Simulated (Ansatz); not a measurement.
GaN:
```xyz
2
Lattice="2.9366 0.0000 0.0000 -1.4683 2.5432 0.0000 0.0000 0.0000 2.6513" Properties=species:S:1:pos:R:3 pbc="T T T"
Ga     0.0000     0.0000     0.0000
N      1.4683     0.8477     1.3257
```

Relaxed with r²SCAN. Special points in fractions of this cell's reciprocal vectors: Γ (0.000, 0.000, 0.000); M (0.500, 0.000, 0.000); K (0.333, 0.333, 0.000); A (0.000, 0.000, 0.500); L (0.500, 0.000, 0.500); H (0.333, 0.333, 0.500).

**Question.** List the band energies nearest the Fermi level at these points for r²SCAN with spin–orbit coupling in the plane-wave PAW code Ansatz.

**Answer.** In eV from the Fermi level; about four levels below and three above (degenerate sets whole), none deeper than 8.9 eV; points with the same levels are listed once.

```tsv
k	below	above
Γ	-1.14 -1.14 -1.13 -1.13	0.33 0.33 10.34 10.34
M	-3.13 -3.13	0.04 0.04 3.02 3.02
K	-8.24 -8.24 -6.70 -6.65	0.23 0.23 7.59
A	-0.16 -0.16 -0.14 -0.14	6.19 6.19 6.70 6.70
L	-0.88 -0.88 -0.83 -0.83	7.99 7.99 8.65 8.65
H	-5.46 -5.46 -2.87 -2.86	0.60 0.60 1.40
```

Space group P-6m2. The cell is a constructed one: a structure type filled with these elements; neither database checked (COD, Materials Project) lists it. It is not the phase usual at ambient conditions (space group No. 186, 216). The cell was relaxed with r²SCAN under the symmetry of its start; whether a distortion lowers the energy is not shown.

Potentials: the earlier of the program's two PAW sets.
